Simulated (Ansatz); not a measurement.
Input for Ansatz (plane-wave DFT, PAW):

```yaml
crystal:
  lattice:
    - [3.085, 0.0, 0.0]
    - [-1.5425, 2.6716883707, 0.0]
    - [0.0, 0.0, 3.523]
  atoms:
    - { symbol: Mg, position: [0.0, 0.0, 0.0] }
    - { symbol: B, position: [0.3333333333, 0.6666666667, 0.5] }
    - { symbol: B, position: [0.6666666667, 0.3333333333, 0.5] }
basis:
  ecutwfc: 500
kpoints:
  mp_grid: { grid: [18, 18, 12] }
hamiltonian:
  xc: r2scan
scf:
  occupations: { method: gaussian, width: 0.1 }
output:
  forces: true
  stress: true
  eigenvalues: true
  write_density: true
  write_potential: true
  elf: true
  volumetric_format: npy
relax:
  adjacent_minimum: "off"
  f_tol: 0.005
  max_steps: 80
  cell: { stress_tol: 0.05 }
```

Launched with
```bash
ansatz run input.yaml --threads 1 --pin off --max-ram 2560MiB --backend cpu --events-out ev --progress --plain --runs-dir out
```

All numbers below come from Ansatz, DFT r2SCAN, scalar-relativistic, plane waves, PAW.

Part of what the program printed, abridged (final results; tables in files aren't shown):

```
SCF 4 converged in 4 iterations: F = -2240.061825 eV  dr2 = 1.02e-11
SCF converged after 4 iterations
Free energy (F): -2240.061825 eV
Harris-Foulkes:  -2240.061825 eV  (|F-HF|=1.73e-11)
Internal energy: -2240.058731 eV  (E = F + TS)
E sigma→0 (E₀):  -2240.060278 eV
Entropy (-TS):   -0.003094 eV (-1.031 meV/atom)
Fermi energy:    9.383213 eV
--- Per-component energies (eV) ---
  E_band       = -307.965819
  E_kinetic    = 173.773847
  E_local      = -1515.509055  (includes V_loc(G=0)·N_el)
  E_nonlocal   = 117.944162
  E_hartree    = 540.169866
  E_xc         = -90.893560
  E_vxc        = -123.107745  (∫ρ·V_xc dr)
  E_paw        = -455.816223  (= ΣΔE_a)
  E_vpaw       = -47.881183  (= ΣTr[D̂ρ^β])
  E_aug_tail   = -0.000005  (compensation charges beyond the density's cutoff)
  E_vtau       = 6.474414  (kinetic-family band-sum trace: ∫τ·v_τ [+ j·A + Jᵃ·Aᵃ] dr)
  E_ewald      = -1009.664671
  E_core_change = -0.063092  (= ΣΔE_core)
  E_smearing   = -0.003094  (= −TS)
--- Forces (eV/Å), atoms counted from 1 ---
  atom   1  Mg     0.00000000     0.00000000     0.00000000
  atom   2  B      0.00000000     0.00000000     0.00000000
  atom   3  B      0.00000000     0.00000000     0.00000000
--- Stress (GPa, compression-positive) ---
        0.000219       0.000000       0.000000
        0.000000       0.000219       0.000000
        0.000000       0.000000       0.046544
  P = ⅓ Tr σ = 0.0157 GPa (0.157 kbar)
--- Band table (eV; the first three rows and the last of 259) ---
  k-point 0: bands = ["-68.7862", "-33.8862", "-33.8862", "-33.8702", "-3.9191", "6.2330", "9.7916", "9.7916", "11.3975", "16.0953", "16.0953", "18.0243"]
  k-point 1: bands = ["-68.7862", "-33.8861", "-33.8861", "-33.8707", "-3.8565", "5.7383", "9.8165", "9.8165", "12.0470", "16.1139", "16.1139", "18.0268"]
  k-point 2: bands = ["-68.7861", "-33.8860", "-33.8860", "-33.8721", "-3.6742", "4.6893", "9.8859", "9.8859", "13.5601", "16.1657", "16.1657", "18.0339"]
  k-point 258: bands = ["-68.7820", "-33.9145", "-33.9145", "-33.8697", "2.4659", "2.4659", "3.9054", "7.2872", "7.2872", "13.6498", "22.0793", "22.1591"]
--- Relaxed structure (3 steps of the walk, 3 accepted, 1 SCFs on fresh bases) ---
  F+E_penalty+E_count = -2240.06182531 eV   max|allowed force component| = 1.295e-16 eV/Å   (the final SCF, on the basis selected at the relaxed cell)
  cell:  # Å, volume = 28.6242 Å³
    - [3.06939947, 0.0, 0.0]
    - [-1.53469973, 2.65817791, 0.0]
    - [0.0, 0.0, 3.50829676]
  atoms:
    - { symbol: Mg, position: [0.0, 0.0, 0.0] }
    - { symbol: B, position: [0.33333333, 0.66666666, 0.5] }
    - { symbol: B, position: [0.66666666, 0.33333333, 0.5] }
```

The relaxation met its thresholds.

It took 46 s on 1 thread of Arm Neoverse V1 (shared host), peak memory 0.46 GiB.